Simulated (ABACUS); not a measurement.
A self-consistent single point of Bi2Te3 (R-3m, 5 atoms in the cell; from Materials Project mp-34202, changed as shown) with ABACUS.

Level of theory: LDA (PW92), PseudoDojo 0.4 standard norm-conserving LDA (tails mended) pseudopotentials (plane waves; ABACUS).

The change in words: volume scaled by 0.98. Reference geometry (R-3m):
```
CELL_PARAMETERS angstrom
      2.20906     1.27540    10.75243
     -2.20906     1.27540    10.75243
      0.00000    -2.55081    10.75243
ATOMIC_POSITIONS crystal
  Bi 0.60317 0.60317 0.60317
  Bi 0.39683 0.39683 0.39683
  Te 0.78319 0.78319 0.78319
  Te 0.21681 0.21681 0.21681
  Te 0.00000 0.00000 0.00000
```

Reference input (self-consistent single point, DFT, LDA (PW92), plane waves, PseudoDojo 0.4 standard norm-conserving LDA (tails mended) pseudopotentials): KPT = MP 3 3 3 0 0 0; basis_type = pw; dft_functional = PWLDA; ecutwfc = 82.3 Ry; smearing_method = gaussian; smearing_sigma = 0.00146997 Ry; potentials = PseudoDojo 0.4 standard norm-conserving LDA (tails mended); symmetry = 1; ks_solver = dav; scf_nmax = 100; scf_thr = 1.0e-09 Ry; mixing_type = pulay. This run's input differs from it in these lines:

```diff
@@ -23,8 +23,8 @@
 LATTICE_CONSTANT
-20.883093
+20.742926
 
 LATTICE_VECTORS
-   0.1998998827    0.1154122264    0.9729954056
-  -0.1998998827    0.1154122264    0.9729954056
-   0.0000000000   -0.2308245434    0.9729954056
+   0.1998999019    0.1154121802    0.9729954207
+  -0.1998999019    0.1154121802    0.9729954207
+   0.0000000000   -0.2308245426    0.9729954207
```

Output, abridged:

```
 SELF-CONSISTENT
 -------------------------------------------

                                 init_chg = atomic

 PW ALGORITHM --------------- ION=   1  ELEC=   1--------------------------------

 Notice: Threshold on eigenvalues was too large.

 Density error is 0.0989000362901
                          Error Threshold = 0.000131523900463
 E_KohnSham     -954.0932647054      -12981.1048234163
 E_Fermi        0.6220264319         8.4631037805

 PW ALGORITHM --------------- ION=   1  ELEC=   2--------------------------------

 Density error is 0.0850237505226
                          Error Threshold = 0.000126794918321
   [... lines left out ...]

 Density error is 1.45347786106e-09
                          Error Threshold = 1.12829558597e-11
 E_KohnSham     -954.1257084006      -12981.5462425348
 E_Fermi        0.6300689511         8.5725278683

 PW ALGORITHM --------------- ION=   1  ELEC=  10--------------------------------

 Density error is 5.72563580753e-11
                          Error Threshold = 1.86343315521e-12
 E_KohnSham     -954.1257084009      -12981.5462425385
 E_KS(sigma->0) -954.1257084009      -12981.5462425385
 E_entropy(-TS) -0.0000000000        -0.0000000000
 E_Fermi        0.6300694144         8.5725341710
 charge density convergence is achieved
 final etot is -12981.546243 eV
 EFERMI = 8.572534171 eV

 STATE ENERGY(eV) AND OCCUPATIONS    NSPIN == 1
   [... 46 lines left out ...]

 TOTAL-FORCE (eV/Angstrom)
                       Bi1         0.0000000000         0.0000000000         0.0052650144
                       Bi2         0.0000000000         0.0000000000        -0.0052650144
                       Te1         0.0000000000         0.0000000000        -0.1363173238
                       Te2         0.0000000000         0.0000000000         0.1363173238
                       Te3         0.0000000000         0.0000000000         0.0000000000

 TOTAL-STRESS (KBAR)
       -15.4000731907        -0.0000000000        -0.0000000000
        -0.0000000000       -15.4000788589        -0.0000009613
         0.0000000000        -0.0000009613       -25.6977229575
 TOTAL-PRESSURE: -18.832625 KBAR

 --------------------------------------------
 !FINAL_ETOT_IS -12981.5462425384575909 eV
 --------------------------------------------
```

The run converged in 10 iterations. Against the reference run the free energy drops by 10.5 meV/atom, the pressure goes from -2.73 to -1.88 GPa and the largest force goes from 0.270 to 0.136 eV/Å.

Spin-orbit coupling is left out, which matters for bands and gaps with elements this heavy. The structure comes from a collection of computed structures, made at another level of theory; the collection holds predicted forms beside known ones.

Cost on one core: roughly 8 core-minutes.

“Tails mended”: in these copies of the files the far tail of each local potential was reset to the Coulomb form.
